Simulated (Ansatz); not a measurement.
Frames from the relaxation of a relaxed Bi2Te3 cell with every coordinate shifted by Gaussian noise of σ = 0.1 Å, as extended XYZ (Å, eV, eV/Å, GPa with compression positive). The numbers are results of r2SCAN (plane waves to 500 eV, PAW, scalar-relativistic; Ansatz, a program for electronic structure), not measurements. Γ-centred k-mesh 6×6×6 on the run's cell (coarser than for final values), Fermi–Dirac smearing 0.05 eV.

```xyz
5
Lattice="2.2100 1.2759 10.7716 -2.2100 1.2759 10.7716 0.0000 -2.5519 10.7716" Properties=species:S:1:pos:R:3:forces:R:3 pbc="T T T" step=1 free_energy=-45812.282 pressure=2.5 accepted=T
Bi     0.0283     0.0229    13.0206    0.0009   -0.2045   -2.2421
Bi    -0.0413    -0.0867    19.5528    0.2553    0.2946    0.2719
Te     0.0111    -0.0380     0.0608    0.1837    0.1243    0.0897
Te     0.1216     0.0434     7.0664   -0.3655   -0.3681   -0.1970
Te     0.0532    -0.0012    25.1318   -0.0743    0.1537    2.0776
5
Lattice="2.2390 1.3036 10.8434 -2.2084 1.3049 10.8369 0.0164 -2.5517 10.8334" Properties=species:S:1:pos:R:3:forces:R:3 pbc="T T T" step=2 free_energy=-45812.701 pressure=-0.8 accepted=T
Bi     0.0459     0.0335    12.9147   -0.0292   -0.0587    0.2104
Bi     0.0069    -0.0325    19.6885    0.1644    0.1430   -0.2640
Te     0.0350    -0.0221     0.0410    0.0717    0.0746    0.0102
Te     0.0972     0.0246     7.1050   -0.1933   -0.1451    0.2324
Te     0.0833     0.0504    25.4825   -0.0137   -0.0137   -0.1889
5
Lattice="2.2281 1.2896 10.7626 -2.1987 1.2801 10.7577 0.0065 -2.5377 10.7564" Properties=species:S:1:pos:R:3:forces:R:3 pbc="T T T" step=3 free_energy=-45812.725 pressure=-0.2 accepted=T
Bi     0.0506     0.0222    12.8588   -0.0038   -0.0395    0.0191
Bi     0.0018    -0.0398    19.5033    0.1245    0.1049   -0.0569
Te     0.0533    -0.0056     0.0372   -0.0152    0.0045    0.0319
Te     0.0530    -0.0059     7.0211   -0.0917   -0.0739    0.0764
Te     0.0866     0.0341    25.3357   -0.0138    0.0040   -0.0706
5
Lattice="2.2140 1.2772 10.7602 -2.2054 1.2738 10.7588 0.0013 -2.5461 10.7589" Properties=species:S:1:pos:R:3:forces:R:3 pbc="T T T" step=5 free_energy=-45812.733 pressure=0.1 accepted=T
Bi     0.0314    -0.0091    12.8506    0.0203   -0.0005   -0.0096
Bi     0.0182    -0.0239    19.5058    0.0432    0.0288    0.0354
Te     0.0545    -0.0005     0.0428   -0.0465   -0.0297   -0.0131
Te     0.0367    -0.0137     7.0419   -0.0102   -0.0065   -0.0289
Te     0.0520    -0.0025    25.3174   -0.0068    0.0080    0.0162
```

The path has 8 moves and ends in R-3m (No. 166) (AFLOW prototype A2B3_hR5_166_c_ac (C33, as in Bi2Te3)), 0.09 eV/atom below its start. Free energies are of the whole cell and compare only within this code, potentials and settings.  No spin polarisation in the result.
